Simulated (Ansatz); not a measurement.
An Ansatz (a first-principles code) run. Input:

Ansatz 0.2 input:
```yaml
crystal:
  lattice:
    - [1.4415849432, -4.6626173908, 0.0]
    - [1.4415849432, 4.6626173908, 0.0]
    - [0.0, 0.0, 7.2668073421]
  atoms:
    - { symbol: Re, position: [0.1332492204, 0.8667507796, 0.9352040327] }
    - { symbol: Re, position: [0.8667507796, 0.1332492204, 0.0647959673] }
    - { symbol: Re, position: [0.8667507796, 0.1332492204, 0.4352040327] }
    - { symbol: Re, position: [0.1332492204, 0.8667507796, 0.5647959673] }
    - { symbol: Re, position: [0.5753482068, 0.4246517932, 0.25] }
    - { symbol: Re, position: [0.4246517932, 0.5753482068, 0.75] }
    - { symbol: B, position: [0.7458059277, 0.2541940723, 0.75] }
    - { symbol: B, position: [0.2541940723, 0.7458059277, 0.25] }
kpoints:
  mp_grid: { grid: [15, 15, 6] }
hamiltonian:
  xc: pbesol
  pseudopotentials: { kind: paw }
scf:
  occupations: { method: fermi_dirac, width: 0.1 }
phonons:
  method: dfpt
  response_accuracy: low
  eigenvectors: true
  rigid_motions: translations
```

Output (shortened):

```
Pseudopotential: Re, paw, valence charge 15
Pseudopotential: B, paw, valence charge 3
Functional definition: PBEsol
Crystal: 8 atoms, lattice volume = 97.689 Å³
Basis set: ecut = 420 eV, 1919 PW (Γ), exchange–correlation on 72×72×100 points (8 copies of the dense FFT grid, shifted against one another)
Bands: 58, of which v1, the nominal top of the filled ones, is band 48 counted from 1 (47 counted from 0)
Symmetry: 8 space group operations
k-points: 368 of 1350 (irreducible under 2 space group operations, time reversal used)
SCF iter   1: F=—  HF=-64730.734138 eV  |F-HF|=—  |Δ(HF+E_count)|=         —  Δρ=8.97e-3  dr2=5.93e-2  ethr=1.77e-3  ⟨swp⟩=5.3  Hψ=72186  notcnv=0
preconditioner: auto → Kerker (q_TF=auto, 2.720 Å⁻¹)
SCF iter   2: F=—  HF=-64730.730271 eV  |F-HF|=—  |Δ(HF+E_count)|=   3.87e-3  Δρ=5.17e-3  dr2=2.08e-2  ethr=6.18e-5  ⟨swp⟩=1.1  Hψ=24686  notcnv=0
SCF iter   3: F=—  HF=-64730.727556 eV  |F-HF|=—  |Δ(HF+E_count)|=   2.72e-3  Δρ=3.98e-4  dr2=1.91e-4  ethr=2.17e-5  ⟨swp⟩=2.0  Hψ=30149  notcnv=0
SCF iter   4: F=—  HF=-64730.727512 eV  |F-HF|=—  |Δ(HF+E_count)|=   4.40e-5  Δρ=7.21e-5  dr2=3.22e-6  ethr=1.98e-7  ⟨swp⟩=2.0  Hψ=30247  notcnv=0
SCF iter   5: F=—  HF=-64730.727512 eV  |F-HF|=—  |Δ(HF+E_count)|=   3.36e-7  Δρ=1.25e-5  dr2=2.27e-7  ethr=3.36e-9  ⟨swp⟩=2.0  Hψ=30502  notcnv=0
SCF iter   6: F=—  HF=-64730.727512 eV  |F-HF|=—  |Δ(HF+E_count)|=   5.48e-8  Δρ=2.48e-6  dr2=5.89e-9  ethr=2.36e-10  ⟨swp⟩=2.0  Hψ=30062  notcnv=0
SCF iter   7: F=—  HF=-64730.727512 eV  |F-HF|=—  |Δ(HF+E_count)|=   1.03e-9  Δρ=4.77e-7  dr2=2.15e-10  ethr=6.13e-12  ⟨swp⟩=2.1  Hψ=31168  notcnv=0
SCF iter   8: F=-64730.727512 eV  HF=-64730.727512 eV  |F-HF|=0.00e0  |Δ(HF+E_count)|=  7.28e-12  Δρ=8.22e-8  dr2=4.60e-12  ethr=1.00e-12  ⟨swp⟩=6.5  Hψ=94148  notcnv=0
SCF 1 converged in 8 iterations: F = -64730.727512 eV  dr2 = 4.60e-12
DFPT response loops at Γ: preconditioner auto → Kerker (q_TF=auto, 2.720 Å⁻¹) (partly filled bands, converged f_vac=0.000) …
SCF converged after 8 iterations
Free energy (F): -64730.727512 eV
Harris-Foulkes:  -64730.727512 eV  (|F-HF|=0.00e0)
Internal energy: -64730.582118 eV  (E = F + TS)
E sigma→0 (E₀):  -64730.654815 eV
Entropy (-TS):   -0.145394 eV (-18.174 meV/atom)
Fermi energy:    23.689059 eV
--- Per-component energies (eV) ---
  E_band       = -414.246352
  E_kinetic    = 3355.556043
  E_local      = -4739.048920  (includes V_loc(G=0)·N_el)
  E_nonlocal   = 326.510084
  E_hartree    = 1713.893915
  E_xc         = -2476.705961
  E_vxc        = -1907.307822  (∫ρ·V_xc dr)
  E_paw        = -51336.224091  (= ΣΔE_a)
  E_vpaw       = -877.743064  (= ΣTr[D̂ρ^β])
  E_aug_tail   = -0.000459  (compensation charges beyond the density's cutoff)
  E_ewald      = -11575.991720
  E_core_change = 1.428991  (= ΣΔE_core)
  E_smearing   = -0.145394  (= −TS)
  E_closure    = 0.000000  (closes the sum)
  Σ components = -64730.727512   (vs F -64730.727512, Δ=0.00e0)
  [band-id]    e_kinetic+e_local+e_nonlocal+2·e_hartree+e_vxc+e_vpaw+e_augmentation_tail = -414.246308   (vs E_band -414.246352, Δ=4.33e-5)
--- Band table (eV; the first three rows and the last of 368) ---
  k-point 0: bands = ["-56.6013", "-56.5330", "-56.5264", "-56.4939", "-56.4844", "-56.4672", "-19.0348", "-18.8766", "-18.7644", "-18.7167", "-18.6947", "-18.6235", "-18.4935", "-18.4129", "-18.3035", "-18.2741", "-18.2578", "-18.2202", "-18.1463", …
  k-point 1: bands = ["-56.5986", "-56.5465", "-56.5156", "-56.4912", "-56.4863", "-56.4680", "-19.0236", "-18.8987", "-18.8346", "-18.7620", "-18.6035", "-18.5985", "-18.4241", "-18.4069", "-18.3113", "-18.2923", "-18.2598", "-18.2239", "-18.1363", …
  k-point 2: bands = ["-56.5907", "-56.5632", "-56.5057", "-56.4913", "-56.4844", "-56.4710", "-18.9922", "-18.9336", "-18.8960", "-18.8426", "-18.5317", "-18.4907", "-18.3896", "-18.3346", "-18.3278", "-18.3074", "-18.2565", "-18.2338", "-18.1740", …
  k-point 367: bands = ["-56.5716", "-56.5329", "-56.5276", "-56.5059", "-56.4920", "-56.4766", "-18.9711", "-18.9323", "-18.7637", "-18.7192", "-18.6354", "-18.4728", "-18.4631", "-18.3773", "-18.3315", "-18.3070", "-18.2331", "-18.1699", "-18.1613", …
--- Phonons (Γ-DFPT): 9 representative perturbations + reference, on 368 of 1350 k-points (Σ response iterations 28) ---
  ASR residual: 7.680e-4 → 0.000e0 eV/Å²; symmetrization residual: 1.833e-5 eV/Å²
  ASR residual per site (eV/Å²): 7.04e-4 7.04e-4 7.04e-4 7.04e-4 7.68e-4 7.68e-4 7.06e-5 7.06e-5
  Γ frequencies (cm⁻¹): 0.00 0.00 0.00 89.54 90.20 125.43 130.59 138.32 148.23 148.92 161.89 176.10 181.10 181.31 181.60 189.35 192.01 198.76 452.35 466.57 551.24 552.57 667.01 670.58
  non-analytic LO–TO correction: not included (Born effective charges unavailable; polar crystals: no LO–TO splitting at Γ)
```

Cost: around 50 core-minutes (rough) on shared cores.

Space group Cmcm. The workflow started from a Materials Project entry (that database holds measured and hypothetical structures alike); the Crystallography Open Database files this formula in space group No. 63, but the cells were not matched. Its standing as an ambient phase is unchecked. The cell was relaxed with PBEsol under the symmetry of its start; its stability against distortions is not shown here. No spin polarisation was allowed. As this level gives no gap, phonon frequencies hold no LO–TO term and depend on the k-mesh and smearing (Fermi–Dirac, 0.1 eV here). Spin–orbit coupling is left out wherever it is not named.

Potentials: the later of the program's two PAW sets.

Ansatz is a plane-wave DFT program.
